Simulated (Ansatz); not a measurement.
The start is a generated cell, CdAu placed in the AFLOW prototype AB_tP8_136_g_f (as in BeO). A full variable-cell relaxation at zero pressure is run with PBE (plane waves to 420 eV, PAW, scalar-relativistic; Ansatz, a program for electronic structure). First-step values are on the input's coarse k-mesh.

Ansatz input (later rounds restart from its end on a renewed k-mesh):
Ansatz 0.2 input:
```yaml
crystal:
  lattice:
    - [6.4091095, 0, 0]
    - [0, 6.4091095, 0]
    - [0, 0, 3.6970442]
  atoms:
    - { symbol: Au, position: [0.336, 0.664, 0] }
    - { symbol: Au, position: [0.836, 0.836, 0.5] }
    - { symbol: Au, position: [0.164, 0.164, 0.5] }
    - { symbol: Au, position: [0.664, 0.336, 0] }
    - { symbol: Cd, position: [0.31, 0.31, 0] }
    - { symbol: Cd, position: [0.81, 0.19, 0.5] }
    - { symbol: Cd, position: [0.19, 0.81, 0.5] }
    - { symbol: Cd, position: [0.69, 0.69, 0] }
basis: { ecutwfc: 420, ecutrho_ratio: 4, xc_grid: 2, fft_grid_basis: typed }
kpoints: { mp_grid: { grid: [5, 5, 9] } }
hamiltonian:
  xc: pbe
  dispersion: none
  pseudopotentials: { kind: paw }
scf: { occupations: { method: fermi_dirac, width: 0.05 } }
relax: { f_tol: 0.01, max_steps: 100, cell: { stress_tol: 0.02 } }
output: { forces: true, stress: true }
```

### Question
What pressure does the first self-consistent step give?

### Answer
+86.3 GPa (positive: the cell is compressed).

### Question
How does the volume per atom move from start to end?

### Answer
+49.3 %, from 18.98 to 28.34 Å³/atom.

### Question
How do the shortest distances between atoms change?

### Answer
The closest pairs of elements (up to four, under 3.6 Å), start → end: Au–Cd 2.27 → 2.81 Å; Au–Au 2.97 → 2.81 Å; Cd–Cd 3.44 → 2.84 Å.

### Question
Write out the relaxed structure.

### Answer

```cif
data_Au4Cd4
_chemical_formula_sum 'Au4 Cd4'
_space_group_name_H-M_alt 'P42/mnm'
_space_group_IT_number 136
_space_group_name_Hall '-P 4n 2n'
_cell_length_a 8.92812
_cell_length_b 8.92812
_cell_length_c 2.84421
_cell_angle_alpha 90.000
_cell_angle_beta 90.000
_cell_angle_gamma 90.000
loop_
_atom_site_label
_atom_site_type_symbol
_atom_site_symmetry_multiplicity
_atom_site_Wyckoff_symbol
_atom_site_fract_x
_atom_site_fract_y
_atom_site_fract_z
_atom_site_occupancy
Au1 Au 4 f 0.38880 0.38880 0.00000 1
Cd1 Cd 4 g 0.19715 0.19715 0.50000 1
```

The space group stays P4₂/mnm (No. 136) (the run could not lower it), with 8 atoms in the primitive cell. Final values are on a 6×6×16 k-mesh of the relaxed cell. No spin polarisation in the result.

The run could not lower the symmetry of its start; a shaken copy of this end point relaxes with PBE to P4/mbm (No. 127), 0.10 eV/atom lower.

The relaxed structure here is a generated cell of CdAu: the first start was made by placing the elements on the sites of a structure type, and the end was not matched to a known phase here, so it may be hypothetical.
